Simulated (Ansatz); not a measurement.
GaGe₅Si₂₆ in space group C2 (No. 5; Pearson symbol mS64) under volume change, plane-wave PAW PBE (Ansatz code), shape and atoms relaxed at each volume.

```json
[
 {"V (Å³/atom)": "19.119", "E − E(relaxed) (meV/atom)": "51.5", "P (GPa)": "9.48"},
 {"V (Å³/atom)": "19.749", "E − E(relaxed) (meV/atom)": "21.6", "P (GPa)": "5.80"},
 {"V (Å³/atom)": "20.379", "E − E(relaxed) (meV/atom)": "5.1", "P (GPa)": "2.67"},
 {"V (Å³/atom)": "21.010", "E − E(relaxed) (meV/atom)": "0.0", "P (GPa)": "0.00"},
 {"V (Å³/atom)": "21.640", "E − E(relaxed) (meV/atom)": "4.6", "P (GPa)": "-2.27"},
 {"V (Å³/atom)": "22.270", "E − E(relaxed) (meV/atom)": "17.4", "P (GPa)": "-4.19"},
 {"V (Å³/atom)": "22.901", "E − E(relaxed) (meV/atom)": "37.1", "P (GPa)": "-5.81"}
]
```

**Question.** What does a third-order Birch–Murnaghan fit give for V₀, B₀ and B′?

**Answer.** V₀ = 21.01 Å³/atom, B₀ = 81.7 GPa, B′ = 4.4.

The start of the workflow was typed in or built on a structure type; neither database checked (COD, Materials Project) lists it. Its standing as an ambient phase is unchecked. The cell was relaxed with PBE under the symmetry of its start; whether a distortion lowers the energy is not shown.

Potentials: the later of the program's two PAW sets.
